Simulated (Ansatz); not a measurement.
**An inverse problem**

Cell vectors (Å):

```
 3.0564  0.0000  0.0000
-1.5282  2.6469  0.0000
 0.0000  0.0000  5.0159
```

```json
{"atom": "Si", "a": "0.3333", "b": "0.6667", "c": "0.0046"}
{"atom": "Si", "a": "0.6667", "b": "0.3333", "c": "0.5046"}
{"atom": "X", "a": "0.3333", "b": "0.6667", "c": "0.3804"}
{"atom": "X", "a": "0.6667", "b": "0.3333", "c": "0.8804"}
```

These are results of LDA, all-electron LAPW in Ansatz 0.2.0, scalar-relativistic, not measurements. k mesh 8×8×4, fixed occupations.

Harmonic phonons of a crystal by Kohn-Sham DFT at the given cell, standard atomic masses, acoustic sum rule imposed; negative wavenumbers are unstable modes.

| point | q a (r.l.u.) | q b (r.l.u.) | q c (r.l.u.) | branch | phonon wavenumber (cm⁻¹) |
| --- | --- | --- | --- | --- | --- |
| Gamma | 0 | 0 | 0 | 4 | 257.8 |
| Gamma | 0 | 0 | 0 | 6 | 598.6 |
| Gamma | 0 | 0 | 0 | 7 | 767.8 |
| Gamma | 0 | 0 | 0 | 9 | 771.2 |
| Gamma | 0 | 0 | 0 | 10 | 801.2 |
| Gamma | 0 | 0 | 0 | 12 | 840.4 |

Question: All X atoms are one element. Which one was computed?

Answer: C; the crystal is SiC (P6_3mc).

Known limits: zone-boundary modes aren't tested; no LO-TO term at the zone centre.
